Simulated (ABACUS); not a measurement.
Set-up for a self-consistent single point of ZnS (P6_3mc, 8 atoms in the cell; from Materials Project mp-10281).

```xyz
8
Lattice="3.8089 0.0000 0.0000 -1.9045 3.2986 0.0000 0.0000 0.0000 12.4526" Properties=species:S:1:pos:R:3 pbc="T T T"
Zn     1.9045     1.0995     9.3386
Zn     0.0000     2.1991     3.1123
Zn     0.0000     0.0000     6.2263
Zn     0.0000     0.0000     0.0000
S      1.9045     1.0995    11.6772
S      0.0000     2.1991     5.4509
S      0.0000     0.0000     8.5592
S      0.0000     0.0000     2.3329
```

Level of theory: ABACUS with PBE-D2, numerical atomic orbitals DZP (confined pseudo-atomic orbitals with Gaussian additions; energy shift 0.01 Ry), PseudoDojo 0.5 standard norm-conserving PBE (tails mended) pseudopotentials.

ABACUS settings:

```
key                                                                   value
---------------  ----------------------------------------------------------
basis                   DZP numerical atomic orbitals, energy shift 0.01 Ry
KPT                                                     Gamma 10 10 3 0 0 0
basis_type                                                             lcao
ecutwfc                                                              100 Ry
smearing_method                                                          fd
smearing_sigma                                                0.00367493 Ry
vdw_method                                                               d2
potentials       PseudoDojo 0.5 standard norm-conserving PBE (tails mended)
symmetry                                                                  1
ks_solver                                                     scalapack_gvx
scf_nmax                                                                100
scf_thr                                                             1.0e-07
mixing_type                                                         broyden
mixing_beta                                                             0.4
```

Results:

```
Property                                                   Value
------------------------------------------------  --------------
Number of valence electrons                                  104
Number of bands                                               63
Number of k-points after the program's reduction              62
Size of the basis                                            156
Number of SCF iterations                                      11
Free energy E − TS                                -23956.9862 eV
Pressure                                               -0.05 GPa
Dispersion energy                                      -1.727 eV
```

Stress (GPa, positive for compression):
```
-0.05   0.00   0.00
 0.00  -0.05   0.00
 0.00   0.00  -0.05
```

For comparison: a first run (DFT, PBE, numerical atomic orbitals DZP (confined pseudo-atomic orbitals with Gaussian additions; energy shift 0.01 Ry), PseudoDojo 0.5 standard norm-conserving PBE (tails mended) pseudopotentials) was changed to give this one (vdw_method: default → d2), and from it to this one the pressure goes from 3.14 to -0.05 GPa.

The atom-centred basis is finite, which shifts total energies and pressures against plane waves. The structure comes from a collection of computed structures, made at another level of theory; the collection holds predicted forms beside known ones.

Cost on one core: very roughly 26 core-seconds.

The atomic orbitals were generated for these runs; they are not ABACUS's published sets and were checked against plane waves on a few crystals only.

“Tails mended”: in these copies of the files the far tail of each local potential was reset to the Coulomb form.
